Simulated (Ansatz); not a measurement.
## Zincblende alloy of InAs and AlAs (28 of 32 In sites exchanged), 64 atoms

Ansatz, PAW, plane waves. PBEsol relaxation of volume and atoms (shape held) at the single k point (¼, ¼, ¼) without its symmetry partners; single points on the relaxed atoms at the single k point (¼, ¼, ¼) without its symmetry partners, onto which points of the small cell's zone fold. Arrangement: quasirandom. No spin–orbit coupling unless named.

Relaxed structure:

```xyz
64
Lattice="11.4456 0.0000 0.0000 0.0000 11.4456 0.0000 0.0000 0.0000 11.4456" Properties=species:S:1:pos:R:3 pbc="T T T"
In   11.4369    0.0370    0.0134
In    5.7554    5.7404    5.7144
In    2.8891    8.6074    0.0423
In    2.8408    5.7169    8.6010
Al   11.4449    0.0067    5.7192
Al   11.4033    5.7004    0.0168
Al   11.4211    5.7204    5.7039
Al    5.7503    0.0355    0.0001
Al    5.7249    0.0032    5.7271
Al    5.7704    5.7044    0.0255
Al    2.8840    2.8666    0.0206
Al    2.8360    2.8247    5.7019
Al    2.8383    8.6286    5.6961
Al    8.5638    2.8836   11.4421
Al    8.6038    2.8407    5.7155
Al    8.5666    8.5662    0.0012
Al    8.6080    8.6143    5.7215
Al    2.8850    0.0278    2.9162
Al    2.8790    0.0183    8.5410
Al    2.8387    5.7018    2.8623
Al    8.5659   11.4428    2.8813
Al    8.5611    0.0020    8.5632
Al    8.5998    5.7184    2.8443
Al    8.6080    5.7224    8.6086
Al   11.4416    2.8841    2.8883
Al   11.4170    2.8627    8.5550
Al   11.4167    8.5620    2.8996
Al   11.3978    8.5808    8.5386
Al    5.7219    2.8452    2.8380
Al    5.7380    2.8186    8.6011
Al    5.7438    8.6047    2.8705
Al    5.7703    8.6387    8.5845
As    1.5180    1.5137    1.5347
As    1.4170    1.4335    7.1466
As    1.3426    7.0815    1.4930
As    1.3566    7.2171    7.0639
As    7.1742    1.4380    1.4278
As    7.1556    1.4283    7.1408
As    7.1574    7.1513    1.4506
As    7.2581    7.2441    7.2328
As    4.3040    4.3083    1.4346
As    4.2893    4.1353    7.1416
As    4.3885   10.1348    1.5250
As    4.3024   10.0145    7.1411
As   10.0042    4.2772    1.4358
As   10.0067    4.3047    7.1408
As    9.9401    9.9425    1.5016
As   10.0072   10.0477    7.1437
As    4.3157    1.4432    4.3101
As    4.2861    1.4213   10.0252
As    4.2137    7.2272    4.2144
As    4.4640    7.1616   10.0230
As   10.0247    1.4209    4.2880
As    9.9175    1.5047    9.9366
As    9.9873    7.1434    4.3046
As   10.0257    7.1589   10.0281
As    1.4295    4.2965    4.3152
As    1.3384    4.2050   10.0967
As    1.4124   10.0373    4.2764
As    1.4234   10.0099    9.8603
As    7.2317    4.2130    4.2076
As    7.1511    4.2927   10.0076
As    7.1540   10.0206    4.3168
As    7.1720   10.0436   10.0356
```

Problem. What are the mean bond lengths by pair (pairs within 1.2 times the sum of covalent radii, less contacts 15 % beyond the pair's median; cation–cation pairs of compounds aside; long ionic contacts are cut short by that bound)?

Solution. Al–As 2.461 ± 0.010 Å (standard deviation, 112 bonds); As–In 2.605 ± 0.007 Å (standard deviation, 16 bonds).

Problem. What gap lies between the top filled and the lowest empty level in the single points?

Solution. r²SCAN 2.35 eV (8.2 s on NVIDIA H100). Away from Γ this isn't the crystal's band gap.
